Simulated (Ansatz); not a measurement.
Theory: DFT PBE, scalar-relativistic, plane waves, PAW in Ansatz. Settings: cutoff 420 eV, Γ-centred meshes spaced at most about 0.3 Å⁻¹, and about 0.25 Å⁻¹ or finer for metals (2π included), Gaussian smearing. No spin polarisation in the final relaxations.

These are static total energies at zero pressure.

Compare these two cells of GaBiTe2Se, each relaxed at this level.

A.

```yaml
crystal:
  lattice:
    - [4.07633, 0.00000, 0.00000]
    - [-2.03816, 3.53020, 0.00000]
    - [0.00000, 0.00000, 10.53553]
  atoms:
    - { symbol: Ga, position: [0.66667, 0.33333, 0.57683] }
    - { symbol: Bi, position: [0.33333, 0.66667, 0.99507] }
    - { symbol: Te, position: [0.66667, 0.33333, 0.17978] }
    - { symbol: Te, position: [0.00000, 0.00000, 0.78957] }
    - { symbol: Se, position: [0.00000, 0.00000, 0.45875] }
```

B.

```yaml
crystal:
  lattice:
    - [5.33431, 0.00000, 0.00000]
    - [-2.66716, 4.61965, 0.00000]
    - [0.00000, 0.00000, 6.29966]
  atoms:
    - { symbol: Ga, position: [0.33333, 0.66667, 0.50000] }
    - { symbol: Bi, position: [0.66667, 0.33333, 0.00000] }
    - { symbol: Te, position: [0.66667, 0.33333, 0.50000] }
    - { symbol: Te, position: [0.33333, 0.66667, 0.00000] }
    - { symbol: Se, position: [0.00000, 0.00000, 0.50000] }
```

Task: Which is lower in energy, and by how much?

Result: A is lower, by 149 meV/atom. A has space group P3m1 (No. 156), 30.3 Å³/atom and no gap on its mesh; B has space group P-6m2 (No. 187), 31.0 Å³/atom and no gap. Counting Se or Te atoms around Bi and Ga (for each partner element, those within 1.25 times its shortest distance or 1.15 times the sum of covalent radii, where it is the nearest in units of that sum or under 1.3; a plus sign parts groups by distance over the sum of covalent radii; the shortest distance is added where it exceeds 1.18 times the sum of covalent radii), A has Ga 3+3, Bi 6 and B has Ga 8 from 3.1 Å, Bi 5. Both come from invented guesses.

Weakly bound directions are ill-defined at this level, which has no dispersion term (P3m1), and this can change margins and order among such cells. Spin–orbit coupling, which can matter for Bi and Te, is left out. Cells relaxed within their symmetry can be saddle points.
